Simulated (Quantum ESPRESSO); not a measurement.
Field gradients of ZrO2 from the PAW reconstruction of the field gradient on a scalar-relativistic PBE ground state (a modified build of Quantum ESPRESSO, JTH datasets). The input of pw.x:

```
&CONTROL
  calculation = 'scf'
  prefix = 'x'
  pseudo_dir = './pseudo'
  outdir = './out'
  tprnfor = .true.
/
&SYSTEM
  ibrav = 0
  nat = 3
  ntyp = 2
  ecutwfc = 45
  ecutrho = 180
  occupations = 'fixed'
  nbnd = 16
/
&ELECTRONS
  conv_thr = 1e-11
/
ATOMIC_SPECIES
Zr 91.224 Zr.GGA_PBE-JTH.UPF
O 15.999 O.GGA_PBE-JTH.UPF
CELL_PARAMETERS angstrom
   -0.000000000000     2.532349625000     2.570525750000
    2.532349625000    -0.000000000000     2.570525750000
    2.532349625000     2.532349625000     0.000000000000
ATOMIC_POSITIONS crystal
Zr     0.000000000000     0.000000000000     0.000000000000
O      0.250000000000     0.250000000000     0.250000000000
O      0.750000000000     0.750000000000     0.750000000000
K_POINTS automatic
8 8 8 0 0 0
```
The cell was made here from a computed Materials Project entry: strained by +1 % along the cube axis and by -0.5 % across it, atoms relaxed (PBE without dispersion, pw.x of Quantum ESPRESSO, symmetry kept). The parent is ZrO2 in Fm-3m. Stability against distortions was not tested. The run has no spin polarisation.

Vzz is the sum of three terms, each taken along its main axis: the smooth valence density, the ions (nucleus and frozen core) with the augmentation charges of all other spheres, and the all-electron minus smooth density in the atom's own sphere. The split hangs on the datasets.  Cores are frozen. Against all-electron runs on small test molecules, this scheme's |Vzz| missed by −2 to +6 % on O. Zr had no test against all-electron runs.

| site | smooth valence density | ions and other spheres | own sphere | Vzz (a.u.) |
|---|---|---|---|---|
| Zr (atom 1) | -0.008 | 0.008 | (withheld) | (withheld) |
| O (atoms 2, 3) | 0.010 | 0.000 | (withheld) | (withheld) |

Q: Complete the blanks.

A: 
- Zr (atom 1), own sphere: -0.077
- Zr (atom 1), Vzz (a.u.): -0.077
- O (atoms 2, 3), own sphere: 0.038
- O (atoms 2, 3), Vzz (a.u.): 0.048
